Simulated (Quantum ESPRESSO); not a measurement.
Simulation results for Ta2In3AgPtRh (simulated cell), Ta2In3AgRuRh (simulated cell)

Calculation on a made-up metal alloy cell, not a measurement: no spin or spin-orbit, unrelaxed, 2900 K smearing, stress positive in tension, cell energy less fitted offsets; periodic Kohn-Sham density functional theory in plane waves with PseudoDojo standard norm-conserving scalar-relativistic pseudopotentials, each functional with its own files (v0.5 for PBE, v0.4.1 for LDA and PBEsol), eight atoms on drawn sites of a strained close-packed or body-centred lattice, each displaced and held fixed; the energy is the cell's free energy, ions and the entropy term -TS included, at the stated Fermi-Dirac width, less a fixed offset for each atom's element (shifted free energy); compositions with an open d shell lost a parallel starting moment in a cheaper test run, and other magnetic orders were not tried; an error bar is the largest change of its kind in a tighter rerun, never given below 0.002 eV, 0.02 GPa or 0.003 eV/angstrom, and covers cutoff and k-mesh only, not smearing or the files. Program: Quantum ESPRESSO 7.5.

Common to all runs: lattice type face-centred cubic; functional pbe; cutoff 1197 eV; fermi dirac smearing 0.25 eV; electrons removed 0; run command mpirun -np 4 pw.x -nk 4 -in in; run processor AMD EPYC, Zen 5, virtual cores; k mesh 6 x 4 x 4 shifted half a step off Gamma on each axis.

Notes on all entries: heavy elements are run without spin-orbit coupling, which real alloys of them have; a spin test at this wide smearing found no moment, but such smearing suppresses magnetism that the real alloy may have; lattice, volume and sites are drawn at random and may be unstable or far from any real phase; energies are for the whole cell, less offsets fitted to these runs, so they are not formation energies.

(1) Ta2In3AgPtRh (simulated cell)

```xyz
8
Lattice="-4.2142 -0.0369 -0.0066 -0.0304 -4.2460 4.3431 0.0586 6.2275 2.0301" Properties=species:S:1:pos:R:3 Ta2In3AgPtRh
Pt     0.0328     0.0324     0.0574
Ta    -0.0374     1.9681     2.1129
In     0.1876    -2.1134     2.2329
In     0.0495    -0.0388     4.2467
Ag    -2.1138     4.1267     2.0230
In    -1.9950    -0.0051     2.1685
Rh    -2.1331     1.9657     4.2620
Ta    -2.0153    -2.1990     4.2548
```

* entropy term negative ts: -1.18 eV
* pressure: -0.84 GPa
* stress xx: 1.68 GPa
* stress yy: -1.44 GPa
* stress zz: 2.28 GPa
* stress yz: -0.77 GPa
* stress xz: -0.52 GPa
* stress xy: 0.27 GPa
* shifted free energy: 0.075 eV

Atoms:
```
atoms element  atom site  atom energy offset (eV)
           Pt          1                 -3554.29
           Ta          2                 -1771.44
           In          3                 -1808.02
           In          4                 -1808.02
           Ag          5                 -4218.03
           In          6                 -1808.02
           Rh          7                 -3191.96
           Ta          8                 -1771.44
```

Forces:
```
site  x (eV/Å)  y (eV/Å)  z (eV/Å)
   1    -0.107     0.864     0.232
   2     0.736     1.668    -0.752
   3    -0.759    -1.406    -1.105
   4    -0.043     0.742     1.948
   5      0.33    -0.251     0.147
   6    -0.554    -0.175    -0.965
   7     0.437     0.325     -0.32
   8    -0.041    -1.768     0.814
```

Notes: error bars: energy 0.002 eV, stress 0.025 GPa, force 0.0036 eV/Å, from a tighter rerun of this cell; 15 SCF iterations, 193 s of wall time on a shared machine.

(2) Ta2In3AgRuRh (simulated cell)

```xyz
8
Lattice="-4.2142 -0.0369 -0.0066 -0.0304 -4.2460 4.3431 0.0586 6.2275 2.0301" Properties=species:S:1:pos:R:3 Ta2In3AgRuRh
Ru     0.0328     0.0324     0.0574
Ta    -0.0374     1.9681     2.1129
In     0.1876    -2.1134     2.2329
In     0.0495    -0.0388     4.2467
Ag    -2.1138     4.1267     2.0230
In    -1.9950    -0.0051     2.1685
Rh    -2.1331     1.9657     4.2620
Ta    -2.0153    -2.1990     4.2548
```

- entropy term negative ts: -1.42 eV
- pressure: -2.33 GPa
- stress xx: 2.12 GPa
- stress yy: 1.51 GPa
- stress zz: 3.36 GPa
- stress yz: -0.01382 GPa
- stress xz: -0.54 GPa
- stress xy: -0.05113 GPa
- shifted free energy: 0.445 eV

Atoms:
```
atoms element  atom site  atom energy offset (eV)
           Ru          1                 -2750.51
           Ta          2                 -1771.44
           In          3                 -1808.02
           In          4                 -1808.02
           Ag          5                 -4218.03
           In          6                 -1808.02
           Rh          7                 -3191.96
           Ta          8                 -1771.44
```

Forces:
```
site  x (eV/Å)  y (eV/Å)  z (eV/Å)
   1    -0.235     1.757     0.587
   2     0.798     1.184    -1.248
   3    -0.789    -1.358    -1.124
   4    -0.041     0.816     1.997
   5     0.353    -0.177     0.137
   6     -0.59    -0.212     -1.18
   7     0.397     0.117    -0.195
   8     0.108    -2.127     1.026
```

Notes: error bars: energy 0.002 eV, stress 0.025 GPa, force 0.0036 eV/Å, from a tighter rerun of a related cell, whose elements or sites may differ; 14 SCF iterations, 177 s of wall time on a shared machine.
